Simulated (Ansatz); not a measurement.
# BaGe₃Pt in Ansatz, relaxation

Launch command:

```bash
ansatz run input.yaml --threads 2 --pin off --max-ram 2560MiB --backend cpu --events-out ev --progress --plain --runs-dir out
```

The input file (Ansatz 0.2.0, plane waves):

```yaml
crystal:
  lattice:
    - [0.0, 4.553071, 0.0]
    - [4.553071, 0.0, 0.0]
    - [2.276536, 2.276536, -5.105244]
  atoms:
    - { symbol: Ba, position: [0.0, 0.0, 0.0] }
    - { symbol: Pt, position: [0.6479, 0.6479, 0.7042] }
    - { symbol: Ge, position: [0.4004, 0.4004, 0.1992] }
    - { symbol: Ge, position: [0.7537, 0.2537, 0.4926] }
    - { symbol: Ge, position: [0.2537, 0.7537, 0.4926] }
  symmetry: { tolerance: 0.0003 }
kpoints:
  mp_grid: { grid: [6, 6, 6], shift: [0, 0, 0] }
magnetization:
  spin_polarized: false
scf:
  occupations: { method: fermi_dirac, width: 0.0279 }
  lower_state_search: "off"
hamiltonian:
  pseudopotentials: { kind: paw }
  xc: r2scan
basis:
  ecutwfc: 500
  fft_grid_basis: typed
relax:
  max_steps: 60
  cell: { p_target: 0.0 }
output:
  forces: true
  stress: true
  eigenvalues: true
  bader: true
  populations: true
  elf: true
  write_potential: true
  volumetric_format: npy
  dos:
    e_range: [-12, 8]
    de: 0.05
    projected: { site_lists: { Ba: [Ba], Ge: [Ge], Pt: [Pt] } }
checkpoint:
  read: saved_state
```

Origin of the cell: a database entry, scaled a little.

The saved state is a converged single point of the same cell.

Output (shortened):

```
Pseudopotentials: kind: paw
Pseudopotential: Ba, paw, valence charge 10, recommended cutoff 500 eV (meta_gga), Ba.paw.azcp
Pseudopotential: Pt, paw, valence charge 18, recommended cutoff 500 eV (meta_gga), Pt.paw.azcp
Pseudopotential: Ge, paw, valence charge 14, recommended cutoff 500 eV (meta_gga), Ge.paw.azcp
Functional definition: r2SCAN
  exchange = r2scan_x(k0 = k0, k1 = k1, a1 = a1)
  correlation = r2scan_c
Crystal: 5 atoms, lattice volume = 105.834 Å³
Basis set: ecut = 500 eV, 2655 PW (Γ), exchange–correlation on 144×144×180 points (64 copies of the dense FFT grid, shifted against one another)
Bands: 42, of which v1, the nominal top of the filled ones, is band 35 counted from 1 (34 counted from 0)
Symmetry: 8 space group operations
[… 12 lines left out …]
Initial density: read from a saved state, or passed on in memory by an earlier SCF of this step, an earlier step, the calling program or the single point that the run made first
Functional: x = r2scan, c = r2scan; τ floored in thin density (d = 2e-4 eV/Å³)
SCF iter   1: F=-31413.311773 eV  HF=-31413.312050 eV  Δρ=2.44e-3  dr2=4.98e-3  dr2_τ=1.20e-3
SCF iter   2: F=-31413.312679 eV  HF=-31413.313089 eV  Δρ=1.45e-3  dr2=2.05e-3  dr2_τ=6.87e-5
SCF iter   3: F=-31413.313026 eV  HF=-31413.313072 eV  Δρ=3.49e-4  dr2=1.97e-4  dr2_τ=2.78e-5
SCF iter   4: F=-31413.313095 eV  HF=-31413.313092 eV  Δρ=1.60e-4  dr2=2.59e-5  dr2_τ=8.81e-7
SCF iter   5: F=-31413.313114 eV  HF=-31413.313115 eV  Δρ=4.12e-5  dr2=2.11e-6  dr2_τ=1.30e-7
SCF iter   6: F=-31413.313115 eV  HF=-31413.313116 eV  Δρ=1.78e-5  dr2=3.45e-7  dr2_τ=2.72e-8
SCF iter   7: F=-31413.313116 eV  HF=-31413.313116 eV  Δρ=6.72e-6  dr2=7.59e-8  dr2_τ=5.86e-9
relax step   1: F+E_penalty+E_count = -31413.313116 eV  Δ(F+E_penalty+E_count) = +0.000e0 eV  max|allowed force component| = 1.226e-1 eV/Å  Δτ_max = 0.0000 Å  P = +2.131 GPa  Ω = 105.834 Å³ […]
relax step   2: F+E_penalty+E_count = -31413.327706 eV  Δ(F+E_penalty+E_count) = -1.459e-2 eV  max|allowed force component| = 7.066e-2 eV/Å  Δτ_max = 0.0197 Å  P = -0.874 GPa  Ω = 109.697 Å³ […]
relax step   3: F+E_penalty+E_count = -31413.332214 eV  Δ(F+E_penalty+E_count) = -4.508e-3 eV  max|allowed force component| = 3.752e-2 eV/Å  Δτ_max = 0.0073 Å  P = -0.062 GPa  Ω = 108.592 Å³ […]
relax step   4: F+E_penalty+E_count = -31413.332337 eV  Δ(F+E_penalty+E_count) = -1.222e-4 eV  max|allowed force component| = 1.828e-2 eV/Å  Δτ_max = 0.0014 Å  P = +0.006 GPa  Ω = 108.522 Å³ […]
relax step   5: F+E_penalty+E_count = -31413.332358 eV  Δ(F+E_penalty+E_count) = -2.143e-5 eV  max|allowed force component| = 3.062e-3 eV/Å  Δτ_max = 0.0018 Å  P = -0.008 GPa  Ω = 108.551 Å³ […]
relax step   6: F+E_penalty+E_count = -31413.333122 eV  Δ(F+E_penalty+E_count) = -7.638e-4 eV  max|allowed force component| = 3.118e-3 eV/Å  Δτ_max = 0.0000 Å  P = -0.004 GPa  Ω = 108.551 Å³  stress off target by 5.59e-3 GPa […]
SCF 6 converged in 7 iterations: F = -31413.333122 eV  dr2 = 3.80e-12
basis re-selected at this cell: Δ(F+E_penalty+E_count) = -7.638e-4 eV, ΔP = +0.004 GPa vs the last step (what re-selecting the basis moved, of the pressure what is left beyond the Pulay corre […]
SCF converged after 7 iterations
Free energy (F): -31413.333122 eV
Harris-Foulkes:  -31413.333122 eV  (|F-HF|=1.09e-11)
Internal energy: -31413.327829 eV  (E = F + TS)
E sigma→0 (E₀):  -31413.330475 eV
Entropy (-TS):   -0.005293 eV (-1.059 meV/atom)
Fermi energy:    12.374629 eV
--- Per-component energies (eV) ---
  E_band       = -665.116802
  E_kinetic    = 1141.408360
  E_local      = -9803.374814  (includes V_loc(G=0)·N_el)
  E_nonlocal   = 1512.093702
  E_hartree    = 4219.753411
  E_xc         = -617.162116
  E_vxc        = -693.374626  (∫ρ·V_xc dr)
  E_paw        = -20829.671340  (= ΣΔE_a)
  E_vpaw       = -1302.300488  (= ΣTr[D̂ρ^β])
  E_aug_tail   = 0.000199  (compensation charges beyond the density's cutoff)
  E_vtau       = 40.924035  (kinetic-family band-sum trace: ∫τ·v_τ [+ j·A + Jᵃ·Aᵃ] dr)
  E_ewald      = -7032.956856
  E_core_change = -3.418376  (= ΣΔE_core)
  E_smearing   = -0.005293  (= −TS)
  Σ components = -31413.333122   (vs F -31413.333122, Δ=0.00e0)
--- Forces (eV/Å), atoms counted from 1 ---
  atom   1  Ba    -0.000000    -0.000000     0.002894
  atom   2  Pt    -0.000000    -0.000000     0.000577
  atom   3  Ge    -0.000000    -0.000000     0.002764
  atom   4  Ge     0.000000     0.000000    -0.003117
  atom   5  Ge     0.000000     0.000000    -0.003117
  max |Σ_I F_I| component: 3.83e-7 eV/Å
--- Stress (GPa, compression-positive) ---
       -0.002704      -0.000000       0.000000
       -0.000000      -0.002704       0.000000
        0.000000       0.000000      -0.005591
  P = ⅓ Tr σ = -0.0037 GPa (-0.037 kbar)
--- Relaxed structure (5 steps of the walk, 5 accepted, 1 SCFs on fresh bases) ---
  F+E_penalty+E_count = -31413.333122 eV   max|allowed force component| = 3.118e-3 eV/Å   (the final SCF, on the basis selected at the relaxed cell)
  cell:  # Å, volume = 108.5514 Å³
    - [-5.513e-15, 4.593706, 2.249e-7]
    - [4.593706, -5.513e-15, 2.249e-7]
    - [2.296853, 2.296853, -5.144098]
  atoms:
    - { symbol: Ba, position: [8.792e-5, 8.792e-5, -0.000176] }
    - { symbol: Pt, position: [0.649896, 0.649896, 0.700209] }
    - { symbol: Ge, position: [0.400632, 0.400632, 0.198735] }
    - { symbol: Ge, position: [0.752542, 0.252542, 0.494916] }
    - { symbol: Ge, position: [0.252542, 0.752542, 0.494916] }
--- Löwdin populations: 5 sites ---
  site symbol       q [e]
     0     Ba      8.2628
     1     Pt     17.7812
     2     Ge     14.5184
     3     Ge     14.4462
     4     Ge     14.4462
  spilling = 0.007787 (of n_electrons = 70.000000)
--- Bader charges: 5 sites ---
  site symbol  charge [e]  shift [e]
     0     Ba      1.2688     0.0000
     1     Pt     -1.0976     0.0020
     2     Ge     -0.2654     0.0004
     3     Ge      0.0471     0.0008
     4     Ge      0.0471     0.0008
  estimated error of the sums over rays = 8.1e-4 e
```

Before:

Space group I4mm (No. 107); the run's cell has a = 4.553 Å, b = 4.553 Å, c = 6.036 Å, α = 67.84°, β = 67.84°, γ = 90.00°. Shortest distances: Ge–Pt 2.52 Å, Ge–Ge 2.73 Å, Ba–Ge 3.38 Å, Ba–Pt 3.56 Å.

After:

Space group I4mm (No. 107); the run's cell has a = 4.594 Å, b = 4.594 Å, c = 6.084 Å, α = 67.82°, β = 67.82°, γ = 90.00°. Shortest distances: Ge–Pt 2.53 Å, Ge–Ge 2.76 Å, Ba–Ge 3.41 Å, Ba–Pt 3.60 Å.

- Free energy lowered by: 4.0 meV/atom
- Volume change: 2.57 %
- Final pressure: 0.00 GPa
- Relaxation steps listed: 6
- Formation energy (elements under the same functional, gases as molecules, uncorrected): -0.673 eV/atom

Caveats: no moments, though an odd count or open d shells may carry them; no spin-orbit coupling, though heavy elements are present; the relaxation held the start's symmetry, so the end may be a saddle point.

Time: 2.5 min on 2 threads of Arm Neoverse V1, with other jobs on the host, peak memory 0.67 GiB, from a saved density.
